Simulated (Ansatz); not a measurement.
W (bcc, W type), conventional cell a = 3.169 Å, b = 3.169 Å, c = 3.169 Å, α = 90.00°, β = 90.00°, γ = 90.00°. The calculation uses the primitive cell of 1 atom, to which meshes and values per cell refer.

The volume is varied about the relaxed value V₀ at fixed cell shape. Symmetry pins the atoms to their sites.

Method: r2SCAN (plane waves to 500 eV, PAW, scalar-relativistic; Ansatz, a first-principles code). k mesh 21×21×21 (Γ-centred), Fermi-Dirac smearing 0.05 eV. Energies are smeared free energies. Spin-orbit coupling is left out, though W is heavy. W is run without spin polarisation. W was relaxed with its symmetry unable to fall. The zero of ΔE is the relaxed starting cell. The last digit holds for this mesh only.

```csv
V (Å³/atom),ΔE (meV/atom)
14.325,188.7
14.723,101.2
15.121,43.0
15.519,10.3
15.917,0.0
16.315,9.5
16.712,36.5
17.110,78.9
17.508,134.9
```

### Question
What is the fitted pressure derivative B₀′?

### Answer
4.1.

### Question
What bulk modulus B₀ follows from a third-order Birch-Murnaghan fit?

### Answer
319 GPa. Check by three points about V = 15.917 Å³/atom, step 0.796: d²E/dV² ≈ (43 − 2·0 + 36) meV / 0.796² = 0.125 eV/Å⁶, and V·d²E/dV² × 160.2 = 318 GPa.

(Under strain, the slope of the energy per volume gives the stress and its curvature an elastic modulus.)
